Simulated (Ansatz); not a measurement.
## Bi₂Te₃: from a starting cell to a relaxed one

The start is a generated trial cell of Bi2Te3 in the Bi2Te3 structure type. Cell shape, volume and atoms are optimised at zero target pressure with PBE (plane waves to 420 eV, PAW, scalar-relativistic; Ansatz, an electronic-structure program). The first steps use a coarse 6×6×6 k-mesh.

The start:
```yaml
crystal:
  lattice:
    - [2.18457, 1.26126, 10.14098]
    - [-2.18457, 1.26126, 10.14098]
    - [0.00000, -2.52252, 10.14098]
  atoms:
    - { symbol: Bi, position: [0.39900, 0.39900, 0.39900] }
    - { symbol: Bi, position: [0.60100, 0.60100, 0.60100] }
    - { symbol: Te, position: [0.00000, 0.00000, 0.00000] }
    - { symbol: Te, position: [0.20800, 0.20800, 0.20800] }
    - { symbol: Te, position: [0.79200, 0.79200, 0.79200] }
```

Problem. Which atoms feel the largest initial force, and how large is it?

Solution. 0.47 eV/Å, on Bi1, Bi2 (atoms numbered as listed).

Problem. By how much does the energy per atom fall from start to end?

Solution. 0.02 eV/atom.

Problem. How does the volume change?

Solution. +9.2 %, from 33.53 to 36.60 Å³/atom.

Problem. How do the shortest distances between atoms change?

Solution. The closest pairs of elements (up to four, under 3.6 Å), start → end: Bi–Te 3.11 → 3.09 Å; Te–Te 3.56 → 4.05 Å.

Problem. Is the relaxed structure metallic? Give its gap.

Solution. 0.52 eV, direct at Γ (no spin-orbit coupling).

Problem. Write out the relaxed structure.

Solution. 
```cif
data_Bi6Te9
_chemical_formula_sum 'Bi6 Te9'
_space_group_name_H-M_alt 'R-3m :H'
_space_group_IT_number 166
_space_group_name_Hall '-R 3 2"'
_cell_length_a 4.44919
_cell_length_b 4.44919
_cell_length_c 32.02639
_cell_angle_alpha 90.000
_cell_angle_beta 90.000
_cell_angle_gamma 120.000
loop_
_atom_site_label
_atom_site_type_symbol
_atom_site_symmetry_multiplicity
_atom_site_Wyckoff_symbol
_atom_site_fract_x
_atom_site_fract_y
_atom_site_fract_z
_atom_site_occupancy
Bi1 Bi 6 c 0.00000 0.00000 0.39746 1
Te1 Te 3 a 0.00000 0.00000 0.00000 1
Te2 Te 6 c 0.00000 0.00000 0.21555 1
```
(The calculation used a cell of 5 atoms; values per cell refer to that cell.)

The space group stays R-3m (No. 166) (the run could not lower it); the end is AFLOW prototype A2B3_hR5_166_c_ac (C33, as in Bi2Te3), with 5 atoms in the primitive cell. Final values are on a 9×9×9 k-mesh of the relaxed cell. No spin polarisation in the result. Spin-orbit coupling is missing; with elements this heavy it can move band edges by tenths of an eV or more.

The run could not lose the symmetry of its start.
